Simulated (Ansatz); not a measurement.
All numbers below come from DFT PBE, scalar-relativistic, plane waves, PAW (Ansatz). Settings: cutoff 420 eV, Γ-centred meshes spaced at most about 0.3 Å⁻¹, and about 0.25 Å⁻¹ or finer for metals (2π included), Gaussian smearing. No spin polarisation in the final relaxations.

These are static total energies at zero pressure. All come from trial cells, and lower structures may exist.

Problem. Order these relaxed structures of Hf₂B₃ by energy, lowest first, with the energy over the lowest of them.
1. Space group Pm-3m (No. 221), cubic, a = 4.175 Å. Around Hf on its first site lie 12 B at 2.95 Å; around Hf on its second site lie 6 B at 2.09 Å; around B lie 2 Hf at 2.09 Å, 4 Hf at 2.95 Å and 8 B at 2.95 Å.
2. Space group P6/mmm (No. 191), hexagonal, a = 4.536 Å, c = 4.691 Å. Around Hf lie 3 B at 2.62 Å, 3 Hf at 2.62 Å and 6 B at 3.05 Å; B on a site of symmetry 6mm has 2 B at 1.56–1.57 Å and 6 Hf at 3.05 Å; B on a site of symmetry 6/mmm has 2 B at 1.56 Å and 6 Hf at 2.62 Å.

Solution. 2 (0 meV/atom), 1 (74 meV/atom). Forms: 2 P6/mmm; 1 Pm-3m. Counting B atoms around Hf (those within 1.25 times the shortest such distance or 1.15 times the sum of covalent radii, 1.27 where that leaves under three; a plus sign parts nearer from farther groups; a slash parts the counts of unlike sites): cell 2 has Hf 3+6; cell 1 has Hf 6/12. Cell 2 holds B–B chains (shortest 1.56 Å); in cell 1 the shortest B–B distance is 2.95 Å. Even the lowest lies +0.94 eV/atom against the elements.

Spin–orbit coupling, which can matter for Hf, is left out. A magnetic state wasn't ruled out in cells without spin, among them P6/mmm, Pm-3m. Cells relaxed within their symmetry can be saddle points. Some candidate types were left out of the draw beforehand, so a known form may be missing.
